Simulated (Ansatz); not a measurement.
ZrCd3:
```
CELL_PARAMETERS angstrom
      4.34088     0.00000     0.00000
      0.00000     4.34088     0.00000
      0.00000     0.00000     4.33875
ATOMIC_POSITIONS crystal
  Cd 0.00000 0.50000 0.50000
  Cd 0.50000 0.00000 0.50000
  Cd 0.50000 0.50000 0.00000
  Zr 0.00000 0.00000 0.00000
```

Relaxed with PBEsol. Special points in fractions of this cell's reciprocal vectors: Γ (0.000, 0.000, 0.000); X (0.000, 0.500, 0.000); M (0.500, 0.500, 0.000); Z (0.000, 0.000, 0.500); R (0.000, 0.500, 0.500); A (0.500, 0.500, 0.500).

List the band energies nearest the Fermi level at these points for the program Ansatz at the PBEsol with spin–orbit coupling level (PAW).

In eV from the Fermi level; about four levels below and three above (degenerate sets whole), none deeper than 8.9 eV; points with the same levels are listed once.

```json
[
 {"k": "Γ", "below": "-0.71 -0.71 -0.70 -0.70", "above": "0.20 0.20 0.20 0.20"},
 {"k": "X", "below": "-0.43 -0.43 -0.37 -0.37", "above": "1.78 1.78 1.94 1.94"},
 {"k": "M", "below": "-3.14 -3.14 -2.88 -2.88", "above": "0.19 0.19 0.21 0.21"},
 {"k": "R", "below": "-3.13 -3.13 -2.88 -2.88", "above": "0.19 0.19 0.21 0.21"},
 {"k": "A", "below": "-1.06 -1.06 -1.06 -1.06 -1.03 -1.03", "above": "2.40 2.40 2.41 2.41"}
]
```

Space group Pm-3m (Cu3Au type). The workflow started from an entry of the Crystallography Open Database (COD); the relaxed space group is not among those it files for this formula. COD files the formula under space group No. 123, so this cell is another polymorph or a model. Its standing as an ambient phase is unchecked. The cell was relaxed with PBEsol under the symmetry of its start; whether a distortion lowers the energy is not shown. No spin polarisation was allowed. Point labels and valley counts follow the cell and symmetry of the run, lower than the named group.

Potentials: the later of the program's two PAW sets.
